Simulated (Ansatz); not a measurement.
SnSe:
```
SnSe
1.0
    4.24091     0.00000     0.00000
   -2.12045     3.67273     0.00000
    0.00000     0.00000    10.36740
Sn Se
3 3
Direct
  0.33350   0.00000   0.33333
  0.00000   0.33350   0.66667
  0.66650   0.66650   0.00000
  0.33333   0.00000   0.83333
  0.00000   0.33333   0.16667
  0.66667   0.66667   0.50000
```

Relaxed with r²SCAN+D4. Special points in fractions of this cell's reciprocal vectors: Γ (0.000, 0.000, 0.000); M (0.500, 0.000, 0.000); K (0.333, 0.333, 0.000); A (0.000, 0.000, 0.500); L (0.500, 0.000, 0.500); H (0.333, 0.333, 0.500).

**Question.** List the band energies nearest the Fermi level at these points for plane-wave PAW r²SCAN+D4 with spin–orbit coupling (Ansatz code).

**Answer.** In eV from the Fermi level; about four levels below and three above (degenerate sets whole), none deeper than 8.9 eV; points with the same levels are listed once.

```tsv
k	below	above
Γ	-0.76 -0.76 -0.76 -0.76	1.18 1.18 1.18 1.18
M	-1.60 -1.60 -1.60 -1.60	1.50 1.50 1.50 1.50
K	-2.23 -2.23 -2.23 -2.23 -2.23 -2.23	2.44 2.44 2.44 2.44 2.45 2.45
A	-1.81 -1.81 -1.81 -1.81 -0.15 -0.15	0.42 0.42 0.87 0.87
L	-2.38 -2.38 -0.14 -0.14	0.44 0.44 0.89 0.89
H	-1.20 -1.20 -1.20 -1.20 -1.20 -1.20	1.11 1.11 1.11 1.11 1.11 1.11
```

Space group Fm-3m (rock salt). The start of the workflow was typed in or built on a structure type; the Crystallography Open Database files this formula in space group No. 225, but the cells were not matched. It is not the phase usual at ambient conditions (space group No. 62). The cell was relaxed with r²SCAN+D4 under the symmetry of its start; whether a distortion lowers the energy is not shown. Point labels and valley counts follow the cell and symmetry of the run, lower than the named group. The Fermi level of a semimetal is unsure by some 0.05 eV on such meshes.

Potentials: the later of the program's two PAW sets.
